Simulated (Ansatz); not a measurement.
The cell comes from COD entry 9008827, which wasn't checked; take it as a given geometry.

LaZn: DFT, LDA, PAW with Ansatz's default frozen-core files, scalar-relativistic (Ansatz 0.2.0).

Command: `ansatz run input.yaml --threads 1 --pin off --max-ram 3072MiB --backend cpu --events-out ev --progress --plain --runs-dir out` The run took 14 s on 1 thread of Arm Neoverse V1 (shared host), peak memory 0.42 GiB.

```yaml
crystal:
  lattice:
    - [3.75, 0.0, 0.0]
    - [0.0, 3.75, 0.0]
    - [0.0, 0.0, 3.75]
  atoms:
    - { symbol: La, position: [0.5, 0.5, 0.5] }
    - { symbol: Zn, position: [0.0, 0.0, 0.0] }
kpoints:
  mp_grid: { grid: [9, 9, 9] }
  band_path:
    path:
      - [0.0, 0.0, 0.0]
      - [0.0, 0.5, 0.0]
      - [0.5, 0.5, 0.0]
      - [0.0, 0.0, 0.0]
      - [0.5, 0.5, 0.5]
      - [0.0, 0.5, 0.0]
      - [0.5, 0.5, 0.5]
      - [0.5, 0.5, 0.0]
    npoints: 14
scf:
  occupations: { method: fermi_dirac, width: 0.05 }
hamiltonian:
  xc: lda
  pseudopotentials: { kind: paw }
output:
  forces: true
  stress: true
  eigenvalues: true
  efg: { contact_densities: true }
  populations: true
  bader: true
  dos: { projected: true, de: 0.2, e_range: [-14, 8] }
  write_density: true
  write_potential: true
  elf: true
  volumetric_format: npy
```

Output:

```
La: projections on atomic orbitals take those of the free atom [Kr 4d10] 4f0 5s2 5p6 5d1 6s2, of charge +0.00 (hamiltonian.pseudopotentials.projection_atoms); the dataset's partial waves leave at most 1.9e-5 of an orbital's norm unspanned inside its sphere
La: output.efg is read without spin–orbit coupling, which moves field gradients at and beside such atoms by some per cent and up to a factor of two; PAW files take it under magnetization.noncollinear and magnetization.spin_orbit
Engine: ansatz 0.2.0
Pseudopotentials: kind: paw
Pseudopotential: La, paw, valence charge 11, recommended cutoff 420 eV (normal)
Pseudopotential: Zn, paw, valence charge 12, recommended cutoff 420 eV (normal)
Functional definition: SPW92
  exchange = slater_x
  correlation = pw_c
Crystal: 2 atoms, lattice volume = 52.734 Å³
Basis set: ecut = 420 eV, 1021 PW (Γ)
Bands: 16, of which v1, the nominal top of the filled ones, is band 12 counted from 1 (11 counted from 0)
Symmetry: 48 space group operations
Space group: Pm-3m (ITA 221), of the structure as read, at distance tolerance 3.8e-5 Å
k-points: 35 of 729
Non-local potential: La, projectors of the file, l = 0: 3, l = 1: 2, l = 2: 2, l = 3: 3
Non-local potential: Zn, projectors of the file, l = 0: 2, l = 1: 2, l = 2: 3, l = 3: 1
PAW form: soft (Blöchl's): semilocal exchange-correlation on the pseudo side does not see the compensation charge
PAW frozen core: La, regenerated for the run's functional, and the local potential with it (the file was generated under x = pbe(κ = 0.804, μ = 0.2195149727645171), c = pbe(β = 0.06672455060314922))
PAW frozen core: Zn, regenerated for the run's functional, and the local potential with it (the file was generated under x = pbe(κ = 0.804, μ = 0.2195149727645171), c = pbe(β = 0.06672455060314922))
PAW one-centre angular grid: La, 590 points (default); XC on 64 Gauss nodes
PAW one-centre angular grid: Zn, 590 points (default); XC on 64 Gauss nodes
Initial density: superposition of atomic densities (neutral atoms: chi_scale 0, normalization atom), corrected by the library's trained network
Initial wavefunctions: pseudopotential atomic-orbital guess
Functional: x = slater, c = lda
SCF iter   1: F=—  HF=-9322.876561 eV  |F-HF|=—  |Δ(HF+E_count)|=         —  Δρ=5.39e-3  dr2=8.72e-3  ethr=1.77e-3  ⟨swp⟩=4.9  Hψ=2468  notcnv=0
preconditioner: auto → Kerker (q_TF=auto, 2.376 Å⁻¹)  [metal: Δε(μ)=0.039 eV  Ē_g=9.762 eV  σ=0.050 eV  W_gap=0.19  n_scr=18 (ndim 8)  ℏωp=23.4 eV  f_vac=0.000  D(μ)=3.10/eV (n_scr^D=26)]
SCF iter   2: F=—  HF=-9322.873101 eV  |F-HF|=—  |Δ(HF+E_count)|=   3.46e-3  Δρ=2.42e-3  dr2=2.20e-3  ethr=3.79e-5  ⟨swp⟩=2.2  Hψ=1406  notcnv=0
SCF iter   3: F=—  HF=-9322.872586 eV  |F-HF|=—  |Δ(HF+E_count)|=   5.15e-4  Δρ=1.14e-3  dr2=2.86e-4  ethr=9.55e-6  ⟨swp⟩=2.1  Hψ=982  notcnv=0
SCF iter   4: F=—  HF=-9322.872476 eV  |F-HF|=—  |Δ(HF+E_count)|=   1.10e-4  Δρ=3.37e-4  dr2=7.61e-5  ethr=1.24e-6  ⟨swp⟩=2.0  Hψ=745  notcnv=0
SCF iter   5: F=—  HF=-9322.872465 eV  |F-HF|=—  |Δ(HF+E_count)|=   1.15e-5  Δρ=1.17e-4  dr2=6.98e-6  ethr=3.31e-7  ⟨swp⟩=2.0  Hψ=829  notcnv=0
SCF iter   6: F=—  HF=-9322.872465 eV  |F-HF|=—  |Δ(HF+E_count)|=   3.74e-8  Δρ=2.69e-5  dr2=3.17e-7  ethr=3.04e-8  ⟨swp⟩=2.3  Hψ=901  notcnv=0
SCF iter   7: F=-9322.872465 eV  HF=-9322.872465 eV  |F-HF|=5.82e-9  |Δ(HF+E_count)|=   1.26e-8  Δρ=4.18e-6  dr2=1.29e-8  ethr=4.35e-10  ⟨swp⟩=7.7  Hψ=3576  notcnv=0
SCF 1 converged in 7 iterations: F = -9322.872465 eV  dr2 = 1.29e-8
  greatest PAW one-centre occupation: 0.984 electrons in one spin orbital (limit 2), on the Zn atom at site 1 (counted from 0), in its partial waves of l = 2
NSCF: frozen V_eff on 99 k-points
SCF converged after 7 iterations
Free energy (F): -9322.872465 eV
Harris-Foulkes:  -9322.872465 eV  (|F-HF|=5.82e-9)
Internal energy: -9322.848804 eV  (E = F + TS)
E sigma→0 (E₀):  -9322.860634 eV
Entropy (-TS):   -0.023661 eV (-11.831 meV/atom)
Fermi energy:    10.475776 eV
--- Per-component energies (eV) ---
  E_band       = -3.899587
  E_kinetic    = 323.292327
  E_local      = -2099.377086  (includes V_loc(G=0)·N_el)
  E_nonlocal   = 711.375668
  E_hartree    = 859.850982
  E_xc         = -273.885180
  E_vxc        = -200.782610  (∫ρ·V_xc dr)
  E_paw        = -6995.928300  (= ΣΔE_a)
  E_vpaw       = -458.109961  (= ΣTr[D̂ρ^β])
  E_aug_tail   = -0.000360  (compensation charges beyond the density's cutoff)
  E_ewald      = -1850.056713
  E_core_change = 1.879858  (= ΣΔE_core)
  E_smearing   = -0.023661  (= −TS)
  E_closure    = -0.000000  (closes the sum)
  Σ components = -9322.872465   (vs F -9322.872465, Δ=0.00e0)
--- Forces (eV/Å), atoms counted from 1 ---
  atom   1  La     0.00000000    -0.00000000     0.00000000
  atom   2  Zn     0.00000000     0.00000000    -0.00000000
  max |Σ_I F_I| component: 6.57e-30 eV/Å
--- Stress (GPa, compression-positive) ---
       -4.039524      -0.000000      -0.000000
        0.000000      -4.039524       0.000000
        0.000000       0.000000      -4.039524
  P = ⅓ Tr σ = -4.0395 GPa (-40.395 kbar)
--- PAW observables at the nuclei: V_zz in 10²¹ V/m², potentials from the cell's mean, atoms counted from 1 ---
  atom   1  La V_zz =    -0.000000   η = 0.0000   by run symmetry: forbidden
            electrostatic potential = -9876.046014 V   contact ρ = 2238464.784897 e/Å³
  atom   2  Zn V_zz =    +0.000000   η = 0.0000   by run symmetry: forbidden
            electrostatic potential = -3946.735502 V   contact ρ = 165771.923966 e/Å³
--- Band table (eV; the first three rows and the last of 35) ---
  k-point 0: bands = ["-22.3609", "-5.6572", "-5.6572", "-5.6572", "3.3699", "3.3699", "3.5028", "3.5028", "3.5028", "4.3918", "10.0770", "10.0770", "12.0757", "12.0757", "12.0757", "12.2074"]
  k-point 1: bands = ["-22.3530", "-5.7652", "-5.6485", "-5.6485", "3.3752", "3.3917", "3.5030", "3.5030", "3.5042", "4.5907", "10.1230", "10.1760", "11.9658", "12.0623", "12.0623", "12.1860"]
  k-point 2: bands = ["-22.3329", "-6.0253", "-5.6262", "-5.6262", "3.3888", "3.4451", "3.5037", "3.5037", "3.5075", "5.1348", "10.1031", "10.2497", "11.8138", "11.9994", "11.9994", "12.1232"]
  k-point 34: bands = ["-22.1703", "-6.2151", "-6.2117", "-6.2117", "3.4871", "3.5006", "3.5006", "3.6119", "3.6119", "7.7587", "8.5078", "8.5078", "9.6054", "12.2207", "12.2207", "12.2269"]
--- Löwdin populations: 2 sites ---
  site symbol       q [e]
     0     La     11.6929
     1     Zn     11.0528
  spilling = 0.011055 (of n_electrons = 23.000000)
--- Bader charges: 2 sites ---
  site symbol  charge [e]  shift [e]
     0     La      0.9263     0.0000
     1     Zn     -0.9263     0.0000
  estimated error of the sums over rays = 2.5e-4 e
```

populations.tsv:

```
# site	symbol	l	j	q
# orbitals = lowdin
# n_electrons = 23.000000
# spilling = 0.011055
# projection_atom_La: [Kr 4d10] 4f0 5s2 5p6 5d1 6s2
0	La	0_5S	-	1.943296
0	La	0_6S	-	0.842295
0	La	1_5P	-	5.946043
0	La	2_5D	-	2.779427
0	La	3_4F	-	0.181876
1	Zn	0_4S	-	1.104887
1	Zn	2_3D	-	9.947913
```

bader_charges.tsv:

```
# site	symbol	x_ang	y_ang	z_ang	partial_charge_e	electrons	volume_ang3	relative_density_drop	shared_charge_e	partial_wave_shift_e
# quadrature_error_electrons = 2.5e-4
0	La	1.8750	1.8750	1.8750	0.92632	56.07368	27.02	-	0.92632	0.00000
1	Zn	0.0000	0.0000	0.0000	-0.92632	30.92632	25.71	-	-0.92632	0.00000
```
